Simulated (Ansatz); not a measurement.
## NbTe$_{8}$Mo$_{3}$ (P-6m2) at 2 levels of theory

One geometry, relaxed with PBE; plane waves with PAW potentials in Ansatz, scalar-relativistic. Collinear spin in the rows r2SCAN; the others have none, so their zero moments are imposed. Gaps are the least over mesh and band path; pressure is positive in compression.

```yaml
crystal:
  lattice:
    - [3.59004, 0.00000, 0.00000]
    - [-1.79502, 3.10907, 0.00000]
    - [0.00000, 0.00000, 29.99142]
  atoms:
    - { symbol: Nb, position: [0.66667, 0.33333, 0.00000] }
    - { symbol: Te, position: [0.33333, 0.66667, 0.93728] }
    - { symbol: Te, position: [0.33333, 0.66667, 0.44011] }
    - { symbol: Te, position: [0.66667, 0.33333, 0.69121] }
    - { symbol: Te, position: [0.66667, 0.33333, 0.18902] }
    - { symbol: Te, position: [0.33333, 0.66667, 0.06272] }
    - { symbol: Te, position: [0.33333, 0.66667, 0.55989] }
    - { symbol: Te, position: [0.66667, 0.33333, 0.81098] }
    - { symbol: Te, position: [0.66667, 0.33333, 0.30879] }
    - { symbol: Mo, position: [0.33333, 0.66667, 0.75111] }
    - { symbol: Mo, position: [0.33333, 0.66667, 0.24889] }
    - { symbol: Mo, position: [0.66667, 0.33333, 0.50000] }
```

```csv
level,cutoff (eV),k mesh,gap (eV),pressure (GPa),largest moment (μB)
PBE,420,12×12×2,0,0.0,0.00
```

What comes out on the same cell with r2SCAN?

| level | cutoff (eV) | k mesh | gap (eV) | pressure (GPa) | largest moment (μB) |
| --- | --- | --- | --- | --- | --- |
| r2SCAN | 500 | 12×12×2 | 0 | -0.6 | 0.57 |

The state reached may not be the lowest one. Spin-orbit coupling matters for the bands of heavy elements and is left out. The cell holds layers, chains or molecules and no dispersion correction was added, so their binding is poorly described.

The structure comes from a generated guess; another structure or a mixture of phases may lie lower.
